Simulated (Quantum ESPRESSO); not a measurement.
```cif
data_Ca2Si
_chemical_formula_sum 'Si1 Ca2'
_space_group_name_H-M_alt 'P 1'
_space_group_IT_number 1
_cell_length_a 5.01223
_cell_length_b 5.01223
_cell_length_c 5.01223
_cell_angle_alpha 60.000
_cell_angle_beta 60.000
_cell_angle_gamma 60.000
loop_
_space_group_symop_operation_xyz
  'x, y, z'
loop_
_atom_site_label
_atom_site_type_symbol
_atom_site_fract_x
_atom_site_fract_y
_atom_site_fract_z
_atom_site_occupancy
Si1 Si 0.00000 0.00000 0.00000 1
Ca1 Ca 0.75000 0.75000 0.75000 1
Ca2 Ca 0.25000 0.25000 0.25000 1
```

Cell and atoms were relaxed with PBEsol from Materials Project entry mp-1009733, within its symmetry.

Q: What does PBEsol (Quantum ESPRESSO, PseudoDojo norm-conserving, 68 Ry, scalar-relativistic) give for the electronic structure near the Fermi level?

A: The PBEsol gap is direct, 0.47 eV at X. Another valence extremum on the path lies within 0.02 eV, too close to call. 

The structure is a Materials Project entry; no match was found in the copy of COD used, and its stability was not checked.
